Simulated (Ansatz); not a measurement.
Ta₂Ni:
```
CELL_PARAMETERS angstrom
     -3.09402     3.09402     2.42120
      3.09402    -3.09402     2.42120
      3.09402     3.09402    -2.42120
ATOMIC_POSITIONS crystal
  Ta 0.15903 0.65903 0.81806
  Ta 0.65903 0.84097 0.50000
  Ta 0.84097 0.34097 0.18194
  Ta 0.34097 0.15903 0.50000
  Ni 0.75000 0.75000 0.00000
  Ni 0.25000 0.25000 0.00000
```

Relaxed with r²SCAN.

Map the electron localisation function on the plane through (0.659, 0.841, 0.500) spanned by u = [0, 0, 1] and v = [1, -1, 0] in lattice vectors, from r²SCAN in the plane-wave PAW code Ansatz.

x is the fraction of u, y of v (the angle between them is 90°; rows are the nearest grid lines); atoms in the plane: Ta at (0.00, 0.00), Ta at (0.00, 0.68), Ni at (0.50, 0.09), Ni at (0.50, 0.59).
```
| .#@#-:==-::::::-==:-#@#. |
|%%@%=.:=****++****=:.=%@%%|
|@@%+:.-+**********+-.:+%@@|
|::::=+***++====++***+=::::|
|:--=+*##*+==--==+*##*+=--:|
|#*+:.:=+**********+=:.:+*#|
|@@@*:.:+**********+:.:*@@@|
| -%@#::=+=-::::-=+=::#@%- |
|-+@@*::=-:--==--:-=::*@@+-|
|@@#=::=-:-=#@@#=-:-=::=#@@|
|==:.:-=-:-=*%%*=-:-=-:.:==|
|---=+++=-::----::-=+++=---|
|#*+=----===----===----=+*#|
|+=-..:-:::-+**+-:::-:..-=+|
|=-::=***=::-++-::=***=::-=|
|-::=#@@@#=::--::=#@@@#=::-|
|=-:-*%%%*-::==::-*%%%*-:-=|
|*+-:.:::::=+**+=:::::.:-+*|
|#*=-:..:-=++++++=-:..:-=*#|
|++++++++=-::::::-=++++++++|
|::.:-=+-::=+**+=::-+=-:.::|
|@@%+::=-:-=*%%*=-:-=::+%@@|
|%@@%=:-=::-+**+-::=-:=%@@%|
| .#@#-:==-::::::-==:-#@#. |
```
Scale: ten equal steps from 0.019 (start of ' ') to 0.748 (end of '@'), in the order ' .:-=+*#%@'; x runs from 0.000 to 1.00, y from 0.000 (bottom) to 1.00 (top).

The density is the valence pseudo-density with augmentation charge, so density and ELF within about 1 Å of a nucleus are not all-electron values.

Space group I4/mcm. The workflow started from an entry of the Crystallography Open Database (COD). Whether it is the stable phase at ambient conditions was not checked. The cell was relaxed with r²SCAN under the symmetry of its start; its stability against distortions is not shown here. The workflow began spin-polarised and lost its moments. Scalar-relativistic: spin–orbit coupling is off unless named, which matters more the heavier the elements.

Potentials: the later of the program's two PAW sets.
